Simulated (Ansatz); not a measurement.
LiH4BrO2: do the settings matter for the field gradients?

This input was run with Ansatz:

```yaml
crystal:
  lattice:
    - [5.3001, 0.0, 0.0]
    - [2.64598, 5.82412, 0.0]
    - [0.88667, 2.71533, 5.7339]
  atoms:
    - { symbol: Li, position: [0.306401879, 0.3853483653, 0.4803294651] }
    - { symbol: Li, position: [0.693598121, 0.6146516347, 0.5196705349] }
    - { symbol: H, position: [1.0312238613, 0.8617992688, 0.2778502158] }
    - { symbol: H, position: [-0.0312238613, 0.1382007312, 0.7221497842] }
    - { symbol: H, position: [0.7965058262, 0.3466190685, 0.2816488482] }
    - { symbol: H, position: [0.2034941738, 0.6533809315, 0.7183511518] }
    - { symbol: H, position: [0.5848582324, 0.6153231162, 0.1314196124] }
    - { symbol: H, position: [0.4151417676, 0.3846768838, 0.8685803876] }
    - { symbol: H, position: [0.9265350801, 0.765633512, 0.1342911659] }
    - { symbol: H, position: [0.0734649199, 0.234366488, 0.8657088341] }
    - { symbol: Br, position: [0.2492718427, 0.1235761186, 0.2284765832] }
    - { symbol: Br, position: [0.7507281573, 0.8764238814, 0.7715234168] }
    - { symbol: O, position: [0.9842710405, 0.7213065095, 0.2938519626] }
    - { symbol: O, position: [0.0157289595, 0.2786934905, 0.7061480374] }
    - { symbol: O, position: [0.6168213587, 0.4780276108, 0.2900084645] }
    - { symbol: O, position: [0.3831786413, 0.5219723892, 0.7099915355] }
kpoints:
  mp_grid: { grid: [2, 1, 1] }
scf:
  occupations: { method: fermi_dirac, width: 0.02 }
hamiltonian:
  xc: pbesol
  pseudopotentials: { kind: paw, frozen_core: stored }
output:
  forces: true
  stress: true
  populations: true
  efg:
    quadrupole_moments_barn: { Li: -0.0401, H: 0.00285783, Br: 0.2579, O: -0.02558 }
basis:
  ecutrho_ratio: 8
```

It converged. Of its output the block on the nuclei alone is shown, without the SCF iterations, energies, forces and stress (one atom of each set):

```
--- PAW observables at the nuclei: V_zz in 10²¹ V/m², potentials from the cell's mean, atoms counted from 1 ---
  atom   1  Li V_zz =    -0.137932   η = 0.3917   by run symmetry: allowed   C_q = +0.1337 MHz
            electrostatic potential = -164.289892 V   contact ρ = none
  atom   3  H  V_zz =    +3.493653   η = 0.1285   by run symmetry: allowed   C_q = +0.2414 MHz
            electrostatic potential = -33.818694 V   contact ρ = none
  atom   5  H  V_zz =    +3.455686   η = 0.1212   by run symmetry: allowed   C_q = +0.2388 MHz
            electrostatic potential = -33.816605 V   contact ρ = none
  atom   7  H  V_zz =    +3.726211   η = 0.1025   by run symmetry: allowed   C_q = +0.2575 MHz
            electrostatic potential = -33.743555 V   contact ρ = none
  atom   9  H  V_zz =    +3.484481   η = 0.1280   by run symmetry: allowed   C_q = +0.2408 MHz
            electrostatic potential = -33.791932 V   contact ρ = none
  atom  11  Br V_zz =    +8.581276   η = 0.2300   by run symmetry: allowed   C_q = +53.5128 MHz
            electrostatic potential = -4903.456823 V   contact ρ = none
  atom  13  O  V_zz =   -12.897605   η = 0.8042   by run symmetry: allowed   C_q = +7.9774 MHz
            electrostatic potential = -615.332269 V   contact ρ = none
  atom  15  O  V_zz =   -13.598612   η = 0.7647   by run symmetry: allowed   C_q = +8.4110 MHz
            electrostatic potential = -615.307863 V   contact ρ = none
```

Q: Can these gradients be trusted, and how do they compare with a run on standard settings?

A: Not as converged values. Against the standard input the change is `hamiltonian.xc`: pbe → pbesol; `basis.ecutrho_ratio`: not typed → 8; `kpoints.mp_grid.grid`: [5, 4, 4] → [2, 1, 1]. A site carries the number of its first atom; V_zz in 10²¹ V/m².

```
site  atom  V_zz standard  η standard  V_zz here  η here
  Li     1          -0.13        0.41      -0.14    0.39
  H3     3           3.46        0.13       3.49    0.13
  H5     5           3.40        0.12       3.46    0.12
  H7     7           3.70        0.11       3.73    0.10
  H9     9           3.45        0.13       3.48    0.13
  Br    11           3.47        0.89       8.58    0.23
 O13    13         -14.10        0.77     -12.90    0.80
 O15    15         -14.31        0.76     -13.60    0.76
```

The largest change of V_zz is on Br, from 3.47 to 8.58. In per cent, |V_zz| changes by +1 to +2 on H, +147 on Br, -9 to -5 on O (all sites that start above 0.5). Where |V_zz| stays above 0.1, η moves most on Br, from 0.89 to 0.23. At these positions, which the reference run relaxed to, the changed run has forces up to 0.3 eV/Å, so its atoms aren't at their own equilibrium. New warnings: pseudo functional mismatch. In the changed run the k-mesh is coarser than the standard one, so its values aren't converged ones.

On the reference run: The lattice is static: at room temperature water may turn and average the couplings of its hydrogen.
